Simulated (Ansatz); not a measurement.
## Tb2CI: computed property card

Tb₂CI:
```yaml
crystal:
  lattice:
    - [3.78433, 0.00000, 0.00000]
    - [-1.89216, 3.27733, 0.00000]
    - [0.00000, 0.00000, 14.76878]
  atoms:
    - { symbol: Tb, position: [0.66667, 0.33333, 0.08468] }
    - { symbol: Tb, position: [0.33333, 0.66667, 0.91532] }
    - { symbol: Tb, position: [0.33333, 0.66667, 0.58468] }
    - { symbol: Tb, position: [0.66667, 0.33333, 0.41532] }
    - { symbol: C, position: [0.00000, 0.00000, 0.50000] }
    - { symbol: C, position: [0.00000, 0.00000, 0.00000] }
    - { symbol: I, position: [0.66667, 0.33333, 0.75000] }
    - { symbol: I, position: [0.33333, 0.66667, 0.25000] }
```
The run is spin-polarised; directions of the spins, atom by atom: ↑ ↑ ↑ ↑ 0 0 0 0.

Space group P6_3/mmc (No. 194); conventional cell a = b = 3.7843 Å, c = 14.7688 Å, α = β = 90.00°, γ = 120.00°.

Method: DFT-r²SCAN in the program Ansatz with PAW potentials. The cell and atoms are relaxed at this level. Other levels are named where they apply.

**Cell and energy**

Volume per atom: 22.90 Å³
Density: 8.28 g/cm³

**Electronic structure**

- Electronic character: metallic (no gap)
- Density of states at the Fermi level: 0.38 states/eV per atom (mean over ±0.08 eV)

**Magnetism**

* **Magnetic order**: ferromagnetic
* **Net moment**: 3.17 μB per atom

The first step of the workflow began from a Materials Project structure, measured or hypothetical; the Crystallography Open Database copy checked does not list it. Whether it is the stable phase at ambient conditions was not checked. The cell was relaxed with r²SCAN under the symmetry of its start; its stability against distortions is not shown here. Spin order of the final state: ferromagnetic, chosen from 4 collinear starts compared on coarse meshes (ties went to the first, and starts can fall back to one state), not a proven ground state. Caveat: open 4f shells can settle in a state that is not the lowest. Other orbital occupations within this spin state were not tried. No Hubbard U is applied. The compound may be a true metal, but semilocal functionals without U, or a wrong spin order, can also close a gap. Point labels and valley counts follow the cell and symmetry of the run, lower than the named group. Scalar-relativistic: spin–orbit coupling is off unless named, which matters more the heavier the elements.

Potentials: the later of the program's two PAW sets.
